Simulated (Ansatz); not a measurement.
HfO2:
```
HfO2
1.0
    5.24671     0.00000     0.00000
    0.00000     5.03029     0.00000
    0.00000     0.00000     5.05928
Hf O
4 8
Direct
  0.03257   0.26704   0.24859
  0.96743   0.73296   0.74859
  0.53257   0.73296   0.24859
  0.46743   0.26704   0.74859
  0.36703   0.07004   0.10897
  0.63297   0.92996   0.60897
  0.86703   0.92996   0.10897
  0.13297   0.07004   0.60897
  0.23216   0.53890   0.99844
  0.76784   0.46110   0.49844
  0.73216   0.46110   0.99844
  0.26784   0.53890   0.49844
```

Relaxed with r²SCAN.

Task: Map the electron localisation function on the plane through (0.867, 0.930, 0.109) spanned by u = [1, 1, 0] and v = [1, -1, 1] in lattice vectors, from the program Ansatz at the r²SCAN level (PAW).

Result: x is the fraction of u, y of v (the angle between them is 88°; rows are the nearest grid lines); atoms in the plane: Hf at (0.45, 0.65), Hf at (0.97, 0.63), O at (0.00, 0.00), O at (0.49, 0.88), O at (0.01, 0.39).
```
|2489821133210001244420002344310389842|
|8999720123210268999986201233210279998|
|9998510011101489988998510011000157999|
|4431000000003799733799841000000001234|
|0000123331001479999998630000110000000|
|0001467765310001233443100000110000000|
|1001367776310012222100000000000001221|
|9851124443103799999841000000000268999|
|9995100000015999899972136664202699999|
|9985100111002699999842599999841589999|
|9862000111000368998523899889972268999|
|2110000000012211110016998779984001122|
|9987410002478999863003689999851025899|
|6799851013799999986200123432100279976|
|2489961002699999986200000000000389852|
|8899841000147888863100000000000269998|
|8887410000001233210001344432110014788|
|2211000000000000000002467776421000112|
|0000000001222210000001356776532000000|
|0000000245778775300000011222210000000|
|6542000257899987410000000000000012456|
|9998410012467764200000001111000158999|
|9999620011123331000000001121100279999|
|2489821133210001244420002344310389842|
```
Scale: ten equal steps from 0.017 (start of '0') to 0.857 (end of '9'), in the order '0123456789'; x runs from 0.000 to 1.00, y from 0.000 (bottom) to 1.00 (top).

The density is the valence pseudo-density with augmentation charge, so density and ELF within about 1 Å of a nucleus are not all-electron values.

Space group Pca2_1. The cell was relaxed with r²SCAN under the symmetry of its start. No spin polarisation was allowed. Scalar-relativistic: spin–orbit coupling is off unless named, which matters more the heavier the elements.

Potentials: the later of the program's two PAW sets.
